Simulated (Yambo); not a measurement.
**BaO: sweep of GW parameters**

G0W0@PBEsol for BaO (NiAs type, space group P6_3/mmc, No. 194) in Yambo. Reference settings: 6×6×2 Γ-centred k mesh, 121 bands and a 7 Ry block in the screening, 121 bands in G with the Bruneval-Gonze terminator, plasmon pole fitted at 27.2 eV. The PBEsol gap H → M on this mesh is 2.45 eV; G0W0 gaps are taken between the same points.

| change from the reference | G0W0 gap H → M (eV) | shift of the valence edge (eV) |
|---|---|---|
| reference settings | 3.55 | -0.60 |
| 2 Ry block | 3.65 | -0.63 |
| pole fitted at 15 eV | 3.54 | -0.53 |
| 79 bands in G, no terminator | 3.40 | -0.20 |

The reference isn't shown to be the converged limit. In the run with 121 bands and a 7 Ry block, which covers more k points, the smallest G0W0 gap is 3.52 eV, Γ → M.

Geometry relaxed with PBEsol; primitive cell a = b = 3.7434 Å, c = 6.5331 Å, α = β = 90.00°, γ = 120.00°.

This is not the ordinary phase of the substance; no match was found in the copy of COD used, and its stability was not checked.

A shift is the quasiparticle energy of the state minus its PBEsol energy.
